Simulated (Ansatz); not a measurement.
Ir (fcc, Cu type), conventional cell a = 3.8708 Å, b = 3.8708 Å, c = 3.8708 Å, α = 90.00°, β = 90.00°, γ = 90.00°. The calculation uses the primitive cell of 1 atom, to which meshes and values per cell refer.

The volume is varied about the relaxed value V₀ at fixed cell shape. Symmetry pins the atoms to their sites.

Calculation: PBE (plane waves to 420 eV, PAW, scalar-relativistic; Ansatz, a first-principles code). k mesh 22×22×22 (Γ-centred), Fermi-Dirac smearing 0.05 eV. The energy includes the smearing's −TS. Compression counts positive. Ir is run without spin polarisation. Ir was relaxed with its symmetry unable to fall. Spin-orbit coupling is left out, though Ir is heavy. The zero of ΔE is the relaxed starting cell.

```csv
V (Å³/cell),ΔE (meV/atom),P (GPa)
12.18,573,94.0
12.64,340,67.3
13.11,178,45.3
13.57,74,27.2
14.04,17,12.3
14.50,0,0.0
14.96,15,-10.1
15.43,57,-18.4
15.89,120,-25.1
16.36,201,-30.6
16.82,296,-35.1
```

Key numbers:

* **Pressure at the smallest volume**: 94.0 GPa
* **Energy cost of the largest compression**: 573 meV/atom
* **Energy cost of the largest expansion**: 296 meV/atom
* **Bulk modulus B₀ (third-order Birch-Murnaghan fit)**: 346 GPa
* **Pressure derivative B₀′ (fit)**: 5.1
* **Equilibrium volume of the fit**: 14.50 Å³/atom
* **Pressure for 5 % compression (fit)**: 20.2 GPa

(A scan under strain: stresses follow from slopes of the energy per volume, elastic moduli from its curvatures.)
